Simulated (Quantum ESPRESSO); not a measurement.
```cif
data_Ca4O16W4
_chemical_formula_sum 'O16 Ca4 W4'
_space_group_name_H-M_alt 'C2/c'
_space_group_IT_number 15
_space_group_name_Hall '-C 2yc'
_cell_length_a 7.41173
_cell_length_b 11.37444
_cell_length_c 5.28815
_cell_angle_alpha 90.000
_cell_angle_beta 133.009
_cell_angle_gamma 90.000
loop_
_space_group_symop_operation_xyz
  'x, y, z'
  '-x, -y, -z'
  '-x, y, -z+1/2'
  'x, -y, z+1/2'
  'x+1/2, y+1/2, z'
  '-x+1/2, -y+1/2, -z'
  '-x+1/2, y+1/2, -z+1/2'
  'x+1/2, -y+1/2, z+1/2'
loop_
_atom_site_label
_atom_site_type_symbol
_atom_site_symmetry_multiplicity
_atom_site_Wyckoff_symbol
_atom_site_fract_x
_atom_site_fract_y
_atom_site_fract_z
_atom_site_occupancy
O1 O 8 f 0.14885 0.20994 0.15805 1
O2 O 8 f 0.24016 0.03312 0.64861 1
Ca1 Ca 4 e 0.00000 0.62753 0.25000 1
W1 W 4 e 0.00000 0.11643 0.25000 1
```
(The calculation used a cell of 12 atoms; values per cell refer to that cell.)

The geometry is that of Materials Project entry mp-1103190, symmetrised and not relaxed again.

What does norm-conserving LDA (Quantum ESPRESSO, 84 Ry, scalar-relativistic) give for the electronic structure near the Fermi level?

The LDA gap is direct, 3.66 eV at Γ. Another valence extremum on the path lies within 0.02 eV, too close to call. Spin-orbit coupling is left out, which matters for elements this heavy: edges can move by tenths of an eV.

The structure is a Materials Project entry; no match was found in the copy of COD used, and its stability was not checked.
